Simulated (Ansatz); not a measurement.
Consider the following.

Starting cell, Zn (hcp, Mg type):

```
Zn
1.0
    5.29343     0.00000     0.00000
   -1.32336     2.29212     0.00000
    0.00000     0.00000     4.67807
Zn
4
Direct
  0.16667   0.66667   0.75000
  0.66667   0.66667   0.75000
  0.33333   0.33333   0.25000
  0.83333   0.33333   0.25000
```

A phonon eigenvector at M = (0.5, 0.0, 0.0) is frozen into this cell: atom i moves by Q times the vector below, so Q is the largest atomic displacement, in Å. The cell is held. (q is in reciprocal vectors of the primitive cell; the cell shown is doubled to hold the pattern.)

```json
[
 {"atom": "Zn1", "x": "-0.866", "y": "-0.500", "z": "0.000"},
 {"atom": "Zn2", "x": "0.866", "y": "0.500", "z": "0.000"},
 {"atom": "Zn3", "x": "0.866", "y": "0.500", "z": "0.000"},
 {"atom": "Zn4", "x": "-0.866", "y": "-0.500", "z": "0.000"}
]
```

These are r2SCAN (plane waves to 500 eV, PAW, scalar-relativistic; Ansatz, an electronic-structure program) values and carry that method's errors. k mesh 10×20×10 (Γ-centred), Fermi-Dirac smearing 0.05 eV. The energy includes the smearing's −TS. With partly filled bands, energies and forces of such displacements shift with the k mesh and the smearing. The PAW data are Ansatz's earlier set. Zn was relaxed with its symmetry unable to fall. The zero of ΔE is the undisplaced structure.

The scan covers Q from -0.280 to 0.280 Å in 13 points.

Question: Is this a single well or a double well?

Answer: A single well with its minimum at or next to zero displacement.

Question: Which space group does the distorted structure have?

Answer: Pmmn (No. 59), lowered from P6_3/mmc.

Question: What is the energy change at Q = 0.280 Å?

Answer: 1916 meV/cell.

Question: What harmonic wavenumber does the curvature at Q = 0 give?

Answer: 202 cm⁻¹.

(A displaced cell: forces are minus the slopes of the energy, force constants its curvatures, and phonons follow from these.)
